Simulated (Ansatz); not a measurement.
Sn (diamond)

```xyz
2
Lattice="0.0000 3.3277 3.3277 3.3277 0.0000 3.3277 3.3277 3.3277 0.0000" Properties=species:S:1:pos:R:3 pbc="T T T"
Sn     1.6638     1.6638     1.6638
Sn     0.0000     0.0000     0.0000
```

Computed with PBE (plane waves to 420 eV, PAW, scalar-relativistic; Ansatz, a quantum-chemistry and plane-wave program). Harmonic phonons by density-functional perturbation theory on a 12×12×12 k mesh, in cm⁻¹ and rounded to 5; i marks imaginary ones, q is in fractions of the reciprocal vectors of the cell shown, and the three acoustic modes at Γ are left out. Sn was relaxed with its symmetry unable to fall. The relaxed volume of Sn is well above the measured one; the method has no dispersion term.

Problem. Is the structure dynamically stable at Γ, L = (0.5, 0.0, 0.0), X = (0.5, 0.5, 0.0)?

Solution. No imaginary mode at these points (lowest 35 cm⁻¹ at L = (0.5, 0.0, 0.0)); other wave vectors were not tested.

Problem. Predict the phonon wavenumbers at Γ, L = (0.5, 0.0, 0.0), X = (0.5, 0.5, 0.0).

Solution. 
| q | wavenumbers (cm⁻¹) |
|---|---|
| Γ | 170 (×3) |
| L = (0.5, 0.0, 0.0) | 35 (×2), 125, 145, 170 (×2) |
| X = (0.5, 0.5, 0.0) | 35 (×2), 140 (×2), 165 (×2) |
